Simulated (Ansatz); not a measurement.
A short materials screen. A wave plate or polarising prism needs a large difference between the ordinary and extraordinary index, and a gap wide enough to pass the light.

AlN serves as the reference. Wavelength 1310 nm, with the indices taken from ε∞; only gaps 0.6 eV or more above the photon energy were drawn.

Where the numbers come from (Ansatz, a plane-wave PAW program): ε∞ across c, ε∞ along c: r²SCAN, linear response; gap: HSE06, on its own or a semilocal cell. The D4 dispersion term is added in values of the rows CaI2 (CdI2 type). Cells of the HSE06 gaps: its own cell for CdS, AlN; the r²SCAN cell for 6H-ZnS; the r²SCAN+D4 cell for CaI2 (CdI2 type).

Runs started from generated or typed cells of the structure named: CdS; AlN. Whether these are the forms stable at ambient conditions was not checked: 6H-ZnS; CaI2 (CdI2 type). Spin–orbit coupling is left out unless named; in separate runs it moves the gap by CaI2 (CdI2 type) −0.28 eV (r²SCAN); it moves the gap of CdS by under 0.05 eV.

```csv
crystal,ε∞ across c,ε∞ along c,E_g (eV)
CdS (wurtzite),5.377,5.455,2.18
6H-ZnS,5.409,5.493,3.40
CaI2 (CdI2 type),3.596,3.303,4.63
"AlN (wurtzite), reference",4.137,4.329,5.62
```

Definitions used: n_o = √(ε∞ across c); n_e = √(ε∞ along c); Δn = n_e − n_o; zero-order plate = λ/(4|Δn|).

Q: From the table, find n_o, n_e, Δn and plate thickness for 6H-ZnS.

A: 
- n_o = √5.409 = 2.3257
- n_e = √5.493 = 2.3437
- Δn = 2.3437 − 2.3257 = 0.0180
- plate thickness: 1310 nm/(4 × |0.0180|) = 18 μm

Q: Which order results for plate thickness (thinnest first)?

A: The same steps for every row:

| crystal | n_o | n_e | Δn | quarter-wave plate (μm) |
|---|---|---|---|---|
| CdS (wurtzite) | 2.3188 | 2.3356 | 0.0168 | 19 |
| 6H-ZnS | 2.3257 | 2.3437 | 0.0180 | 18 |
| CaI2 (CdI2 type) | 1.8963 | 1.8174 | −0.0789 | 4.2 |
| AlN (wurtzite), reference | 2.0340 | 2.0806 | 0.0466 | 7.0 |

Ranking by plate thickness, thinnest first: CaI2 (CdI2 type) (4.2 ± 0.48), AlN (7.0 ± 1.2), 6H-ZnS (18 ± 8.5) ≈ CdS (19 ± 9.7). The ± follows from allowances picked for this note (ε∞ across c 0.5 %, ε∞ along c 0.5 %, 8 % for the model), carried to first order and added in quadrature; ≈ joins neighbours closer than their two ± added in quadrature. On this figure 1 of 3 candidates do clearly better than the reference.

Positive uniaxial (n_e over n_o): CdS, 6H-ZnS, AlN. Negative: CaI2 (CdI2 type).

ε∞ is the long-wavelength electronic value; dispersion raises indices towards the gap. A plate needs the c axis in its plane, while layered crystals cleave across c. Where several phases of a formula are at hand, those over 0.1 eV/atom above the lowest were not drawn (by r²SCAN where it compared them, else by the largest value; a layered or molecular lowest phase counts only with a dispersion term); other phases could lie lower still. Crystals of Pb, Bi, Tl or Hg, those whose gap spin–orbit coupling moves by over 0.3 eV, and those of Te, I or Sb with no such test at hand were not drawn. Rows were sampled with a lean to familiar crystals, related or not, whatever their agreement with measurement; tables with many equal figures were not kept. Limits of the draw: |Δn| over 0.006; no unfamiliar magnets, and cubic perovskites only if shown or known to be stable. As a rule kept out of such tables: 4f compounds, open-shell compounds run without a Hubbard term, cells found unstable in the tests at hand, cells close to a higher symmetry, and runs set to a pressure or over 12 % in volume from the crystal's fullest run.
